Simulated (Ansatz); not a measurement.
# Ga (Cmcm): electronic heat capacity and spin susceptibility from the density of states

All numbers below come from Ansatz 0.2.0, DFT r2SCAN, scalar-relativistic, plane waves, PAW.

Cutoff 500 eV; k points 16×16×14 on the computed 2-atom cell (Γ-centred); Gaussian smearing, width 0.10 eV; no spin polarisation.

Relaxed cell: Cmcm, a = 2.739 Å, b = 7.910 Å, c = 3.351 Å, α = 90.00°, β = 90.00°, γ = 90.00°, 2 atoms in the primitive cell. This form isn't the element's structure at ambient conditions.

The density of states at the Fermi level is 0.626 states/eV in the cell of 2 atoms (2 formula units; both spins, tetrahedra on a 24×24×21 mesh).

Q: What Sommerfeld coefficient and Pauli susceptibility does this give?

A: Per formula unit N(E_F) = 0.313 states/eV. γ = (π²/3) k_B² N(E_F) N_A = 2.357 mJ/(mol K²) per state/eV, so γ = 0.7 mJ/(mol K²), a mole of formula units. χ_P = μ_B² N(E_F) N_A = 3.23×10⁻⁵ emu/mol per state/eV gives 1.0×10⁻⁵ emu/mol. This is the bare band result: a measured γ of the same phase is as a rule larger by a factor 1 + λ from phonons and spin fluctuations, the spin part of χ is larger by the Stoner factor, and a measured χ also holds orbital and core terms. N(E_F) at one energy is sensitive to the mesh where the density of states has sharp peaks.

Cost: 1 run of about 2.4 core-minutes, on Arm Neoverse V1 (shared hosts).